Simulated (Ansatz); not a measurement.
Here is the system:

ScCd:
```
ScCd
1.0
    3.52198     0.00000     0.00000
    0.00000     3.52198     0.00000
    0.00000     0.00000     3.52198
Sc Cd
1 1
Direct
  0.50000   0.50000   0.50000
  0.00000   0.00000   0.00000
```

This is the r²SCAN-relaxed structure.

### Question
All from the program Ansatz at the r²SCAN level (PAW), unless another level is named. Estimate the density of states at the Fermi level.

### Answer
0.81 states/eV per atom (mean over ±0.08 eV).

### Question
Give the formation energy from the elements (no fitted shifts).

### Answer
-0.34 eV/atom.

Space group Pm-3m (CsCl type). The workflow started from a Materials Project entry (that database holds measured and hypothetical structures alike); the Crystallography Open Database copy checked does not list it. With Sc and Cd taken as one species the cell has the higher symmetry Im-3m, so it may be an ordered model of a mixed-site phase. Whether it is the stable phase at ambient conditions was not checked. The cell was relaxed with r²SCAN under the symmetry of its start; its stability against distortions is not shown here. No spin polarisation was allowed. The references are the lowest solids computed at this level, not always the standard phases. Spin–orbit coupling is left out wherever it is not named.

Potentials: the later of the program's two PAW sets.
